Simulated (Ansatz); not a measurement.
This run works on a generated trial structure, not on a known crystal.

Input and command of a plane-wave DFT calculation in Ansatz:

```yaml
crystal:
  lattice:
    - [3.6619998876, 0.0, 0.0]
    - [-1.8309999438, 3.1713849313, 0.0]
    - [0.0, 0.0, 6.2558274705]
  atoms:
    - { symbol: Zr, position: [0.0, 0.0, 0.5] }
    - { symbol: Pb, position: [0.0, 0.0, 0.0] }
    - { symbol: O, position: [0.3333333333, 0.6666666667, 0.702417283] }
    - { symbol: O, position: [0.3333333333, 0.6666666667, 0.297582717] }
    - { symbol: O, position: [0.6666666667, 0.3333333333, 0.297582717] }
    - { symbol: O, position: [0.6666666667, 0.3333333333, 0.702417283] }
basis:
  ecutwfc: 420
kpoints:
  mp_grid: { grid: [12, 12, 6] }
hamiltonian:
  xc: pbe
scf:
  occupations: { method: gaussian, width: 0.1 }
output:
  forces: true
  stress: true
  eigenvalues: true
relax:
  adjacent_minimum: "off"
  f_tol: 0.01
  max_steps: 80
  cell: { stress_tol: 0.05 }
```

```bash
ansatz run input.yaml --threads 1 --pin off --max-ram 2560MiB --backend cpu --events-out ev --progress --plain --runs-dir out
```

Processor: AMD EPYC (Zen 3), 1 thread, on a host shared with other jobs.

Problem. Estimate time, memory and problem size.

Solution. About 2 min, peak memory 0.48 GiB. It solves 31 bands at 76 k points (after reduction by symmetry) with about 1401 plane waves (on the last cell), in 42 SCF iterations over 6 ionic steps.
